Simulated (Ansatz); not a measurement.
ZrGeS (space group P4/nmm)

```
ZrGeS
1.0
    7.15086     0.00000     0.00000
    3.57543     3.57543     0.00000
    0.00000     0.00000     7.93433
Zr Ge S
4 4 4
Cartesian
  7.15086   1.78772   5.74030
  3.57543   1.78772   5.74030
  1.78772   0.00000   2.19402
  5.36315   0.00000   2.19402
  1.78772   1.78772   0.00000
  5.36315   1.78772   0.00000
  0.00000   0.00000   0.00000
  3.57543   0.00000   0.00000
  7.15086   1.78772   3.01380
  3.57543   1.78772   3.01380
  1.78772   0.00000   4.92053
  5.36315   0.00000   4.92053
```

The atoms are displaced by Q × the pattern below (from a DFPT mode at M = (0.5, 0.5, 0.0), largest move 1; Q in Å), at fixed cell. It is one choice among 2 degenerate patterns. (q is in reciprocal vectors of the primitive cell; the cell shown is doubled to hold the pattern.)

| atom | x | y | z |
|---|---|---|---|
| Zr1 | 0.000 | 0.000 | 1.000 |
| Zr2 | 0.000 | 0.000 | -1.000 |
| Zr3 | 0.000 | 0.000 | -0.254 |
| Zr4 | 0.000 | 0.000 | 0.254 |
| Ge5 | 0.219 | 0.055 | 0.000 |
| Ge6 | -0.219 | -0.055 | 0.000 |
| Ge7 | -0.055 | -0.219 | 0.000 |
| Ge8 | 0.055 | 0.219 | 0.000 |
| S9 | 0.000 | 0.000 | 0.550 |
| S10 | 0.000 | 0.000 | -0.550 |
| S11 | 0.000 | 0.000 | -0.140 |
| S12 | 0.000 | 0.000 | 0.140 |

Level of theory: LDA (plane waves to 420 eV, PAW, scalar-relativistic; Ansatz, a quantum-chemistry and plane-wave program). k mesh 13×13×6 (Γ-centred), Fermi-Dirac smearing 0.05 eV. The energy includes the smearing's −TS. Stress and pressure are positive under compression. With partly filled bands, energies and forces of such displacements shift with the k mesh and the smearing. ZrGeS is run without spin polarisation. ZrGeS was relaxed with its symmetry unable to fall. The zero of ΔE is the undisplaced structure.

```csv
Q (Å),−dE/dQ from forces (eV/Å),ΔE (meV/cell),P (GPa)
-0.280,7.480,(withheld),2.0
-0.233,6.347,755,1.4
-0.187,5.151,487,0.9
-0.140,3.905,275,0.5
-0.093,2.624,(withheld),0.2
-0.047,1.318,(withheld),0.1
0.000,0.000,0,0.0
0.047,-1.318,(withheld),0.1
0.093,-2.624,(withheld),0.2
0.140,-3.905,275,0.5
0.187,-5.151,487,0.9
0.233,-6.347,755,1.4
0.280,-7.480,(withheld),2.0
```

Task: Some entries are withheld; supply them.

Result: 
- -0.280, ΔE (meV/cell): 1078
- -0.093, ΔE (meV/cell): 123
- -0.047, ΔE (meV/cell): 31
- 0.047, ΔE (meV/cell): 31
- 0.093, ΔE (meV/cell): 123
- 0.280, ΔE (meV/cell): 1078

(A displaced cell: forces are minus the slopes of the energy, force constants its curvatures, and phonons follow from these.)
